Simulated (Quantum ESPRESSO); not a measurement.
## How NMR parameters follow atomic displacements in AlN (P6₃mc)

```
CELL_PARAMETERS angstrom
      3.12859     0.00000     0.00000
     -1.56429     2.70944     0.00000
      0.00000     0.00000     5.01696
ATOMIC_POSITIONS crystal
  Al 0.66667 0.33333 0.49929
  Al 0.33333 0.66667 0.99929
  N  0.66667 0.33333 0.88071
  N  0.33333 0.66667 0.38071
```
Geometry: a computed entry of the Materials Project; it was not checked against measured cells. It is AlN in P6₃mc. Stability against distortions was not tested.

The last row's change in full: N3 and its equivalents moved by 0.04 Å along (0.00, 0.00, 1.00), space group kept; the other rows go along the same path.

Method: shieldings by PBE GIPAW on JTH datasets (Quantum ESPRESSO, modified build), 25 Ha, k-mesh 7×7×4 shifted, f-sum rule met within 0.041 %. Values are those of the named site's first atom. Shieldings are absolute and leave out the bulk-susceptibility term; a larger σ means a smaller chemical shift. By our sweeps, such settings leave a few ppm in absolute σ. The datasets of Al hold no d projectors, which limits absolute σ on these atoms. The structure is static (0 K, no zero-point motion).

Unchanged cell: σ_iso Al (ppm) = 444.9, σ_iso N (ppm) = 118.7.

Problem. How do these values move along the path (displacement (Å): -0.04, +0.04)?

Solution. 
```tsv
displacement (Å)	σ_iso Al (ppm)	σ_iso N (ppm)
-0.04	443.6	117.5
0	444.9	118.7
+0.04	446.3	119.7
```
